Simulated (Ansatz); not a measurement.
A plane-wave DFT run in Ansatz 0.2.0 (scalar-relativistic PAW potentials unless the input names others): input and command.

```yaml
crystal:
  lattice:
    - [0.0, 3.1180426249, 3.1180426249]
    - [3.1180426249, 0.0, 3.1180426249]
    - [3.1180426249, 3.1180426249, 0.0]
  atoms:
    - { symbol: Te, position: [0.0, 0.0, 0.0] }
    - { symbol: Mo, position: [0.25, 0.25, 0.25] }
    - { symbol: Mo, position: [0.75, 0.75, 0.75] }
basis:
  ecutwfc: 420
kpoints:
  mp_grid: { grid: [14, 14, 14] }
hamiltonian:
  xc: pbe
scf:
  occupations: { method: gaussian, width: 0.1 }
  initial_density: { chi_scale: 0.3 }
output:
  forces: true
  eigenvalues: true
  stress: true
```

```bash
ansatz run input.yaml --threads 1 --pin off --max-ram 2560MiB --backend cpu --events-out ev --progress --plain --runs-dir out
```

Abridged log:
```
Pseudopotentials: kind: paw
Pseudopotential: Te, paw, valence charge 16, recommended cutoff 420 eV (normal)
Pseudopotential: Mo, paw, valence charge 14, recommended cutoff 420 eV (normal)
Functional definition: PBE
Crystal: 3 atoms, lattice volume = 60.628 Å³
Basis set: ecut = 420 eV, 1243 PW (Γ), exchange–correlation on 60×60×60 points (8 copies of the dense FFT grid, shifted against one another)
Bands: 27, of which v1, the nominal top of the filled ones, is band 22 counted from 1 (21 counted from 0)
Symmetry: 48 space group operations
Space group: Fm-3m (ITA 225), of the structure as read, at distance tolerance 3.9e-5 Å
k-points: 104 of 2744
Initial density: superposition of atomic densities (chi_scale 0.3, normalization cell, long waves kept (reshape's long-wave potential 0.00 eV rms))
Initial wavefunctions: pseudopotential atomic-orbital guess
Functional: x = pbe(κ = 0.804, μ = 0.21951497), c = pbe(β = 0.06672455)
SCF iter   1: F=—  HF=-16889.916780 eV  |F-HF|=—  |Δ(HF+E_count)|=         —  Δρ=6.27e-2  dr2=3.16e0  ethr=3.10e-3  ⟨swp⟩=5.6  Hψ=11623  notcnv=0
SCF iter   2: F=—  HF=-16889.240560 eV  |F-HF|=—  |Δ(HF+E_count)|=   6.76e-1  Δρ=3.18e-2  dr2=7.56e-1  ethr=3.10e-3  ⟨swp⟩=2.0  Hψ=4566  notcnv=0  defer=50
SCF iter   3: F=—  HF=-16889.054095 eV  |F-HF|=—  |Δ(HF+E_count)|=   1.86e-1  Δρ=5.58e-3  dr2=1.14e-2  ethr=1.72e-3  ⟨swp⟩=2.1  Hψ=4010  notcnv=0  defer=50
SCF iter   4: F=—  HF=-16889.055204 eV  |F-HF|=—  |Δ(HF+E_count)|=   1.11e-3  Δρ=8.56e-4  dr2=4.61e-4  ethr=2.59e-5  ⟨swp⟩=1.7  Hψ=3919  notcnv=0  defer=48
SCF iter   5: F=—  HF=-16889.055192 eV  |F-HF|=—  |Δ(HF+E_count)|=   1.23e-5  Δρ=3.12e-4  dr2=1.05e-4  ethr=1.05e-6  ⟨swp⟩=2.0  Hψ=4532  notcnv=0  defer=48
SCF iter   6: F=—  HF=-16889.055184 eV  |F-HF|=—  |Δ(HF+E_count)|=   7.93e-6  Δρ=1.11e-4  dr2=1.51e-5  ethr=2.39e-7  ⟨swp⟩=2.0  Hψ=3262  notcnv=0  defer=48
SCF iter   7: F=—  HF=-16889.055187 eV  |F-HF|=—  |Δ(HF+E_count)|=   3.18e-6  Δρ=3.87e-5  dr2=1.51e-6  ethr=3.43e-8  ⟨swp⟩=2.0  Hψ=3471  notcnv=0  defer=48
SCF iter   8: F=-16889.055187 eV  HF=-16889.055187 eV  |F-HF|=2.68e-8  |Δ(HF+E_count)|=   4.57e-7  Δρ=8.72e-6  dr2=3.71e-8  ethr=2.27e-10  ⟨swp⟩=5.6  Hψ=11997  notcnv=0
SCF 1 converged in 8 iterations: F = -16889.055187 eV  dr2 = 3.71e-8
SCF converged after 8 iterations
Free energy (F): -16889.055187 eV
Harris-Foulkes:  -16889.055187 eV  (|F-HF|=2.68e-8)
Internal energy: -16889.031914 eV  (E = F + TS)
E sigma→0 (E₀):  -16889.043551 eV
Entropy (-TS):   -0.023273 eV (-7.758 meV/atom)
Fermi energy:    16.332027 eV
--- Forces (eV/Å), atoms counted from 1 ---
  atom   1  Te     0.00000000     0.00000000     0.00000000
  atom   2  Mo     0.00000000     0.00000000     0.00000000
  atom   3  Mo     0.00000000     0.00000000     0.00000000
--- Stress (GPa, compression-positive) ---
       -0.024717       0.000000       0.000000
        0.000000      -0.024717       0.000000
        0.000000       0.000000      -0.024717
  P = ⅓ Tr σ = -0.0247 GPa (-0.247 kbar)
```

Apart from outputs, empty bands and the relaxation, which only the reference makes, the input differs from a reference run on usual settings in scf.initial_density.chi_scale: not typed → 0.3. The reference, at the same geometry, ended its own course with pressure -0.03 GPa, largest force 0.000 eV/Å, no gap on the mesh. This run converged in 8 SCF iterations with an energy at zero smearing within 0.01 meV/atom of the reference's, pressure -0.02 GPa, largest force 0.000 eV/Å, no gap on the mesh.

Time: 9.4 s on 1 thread of Arm Neoverse V1, with other jobs on the host, peak memory 0.4 GiB.